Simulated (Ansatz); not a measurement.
In plane-wave PAW PBEsol (Ansatz code), SiO$_{2}$ in the tetragonal phase (P4_12_12; Si on 4a, O on 8b) relaxes to a = 5.031 Å, c = 7.014 Å. Si has 4 nearest neighbours from 1.62 Å (tetrahedral); O has 2 nearest neighbours from 1.62 Å (bent). Against the elements it lies at -2.81 eV/atom, with no fitted shifts.

It is gapped at this level: 5.57 eV (direct). The valence maximum lies at Γ and the conduction minimum at Γ. The screened hybrid HSE06 puts the gap at 7.40 eV. The electron mass is 0.54 mₑ (isotropic). The hole mass is 1.6 along z (mₑ).

The bulk modulus is 13.1 GPa. The relaxed-ion elastic constants in GPa are C11 = 52.3, C12 = 3.0, C13 = -8.1, C33 = 43.8, C44 = 70.5, C66 = 26.1. The elastic constants imply a Debye temperature near 544 K. Perturbation theory gives ε∞ = 2.28 (xx = yy), 2.26 (zz). Letting the ions move raises it to ε0 = 4.14 (xx = yy), 3.93 (zz). Born charges are Si +3.34, O -1.67 e. Without the LO–TO term the highest mode at Γ lies at 1177 cm⁻¹.

Symmetry was held in the PBEsol relaxation. The references are the lowest solids computed at this level, not always the standard phases (solids in place of the gases).

Potentials: the later of the program's two PAW sets.
